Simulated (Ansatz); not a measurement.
### Question
Each is relaxed and computed with the program Ansatz at the r²SCAN level (PAW). Which is the only one with a gap?
(A) Nb2Si, P6_3/mmc (Si on 2c, Nb on 2a, Nb on 2d)
(B) Nb2GaC, P6_3/mmc (Nb on 4f, Ga on 2d, C on 2a)
(C) LiNbSe2, P6_3/mmc (Li on 2a, Nb on 2b, Se on 4f)
(D) Nb2SnC, P6_3/mmc (Nb on 4f, Sn on 2d, C on 2a)

### Answer
C, LiNbSe2, P6_3/mmc (Li on 2a, Nb on 2b, Se on 4f). LiNbSe2: gap 0.74 eV (indirect); Nb2Si: metal; Nb2SnC: metal; Nb2GaC: metal. Constructed cells (a structure type filled with these elements, in neither database checked): Nb2Si, P6_3/mmc (Si on 2c, Nb on 2a, Nb on 2d). Standing as an ambient phase not checked: LiNbSe2, P6_3/mmc (Li on 2a, Nb on 2b, Se on 4f); Nb2SnC, P6_3/mmc (Nb on 4f, Sn on 2d, C on 2a); Nb2GaC, P6_3/mmc (Nb on 4f, Ga on 2d, C on 2a). All cells were relaxed under the symmetry of their starts (and spin orders); stability against distortions was not tested throughout. Rows with no word on spin ran without spin polarisation. Spin–orbit coupling is left out wherever it is not named.

Potentials: the later of the program's two PAW sets.
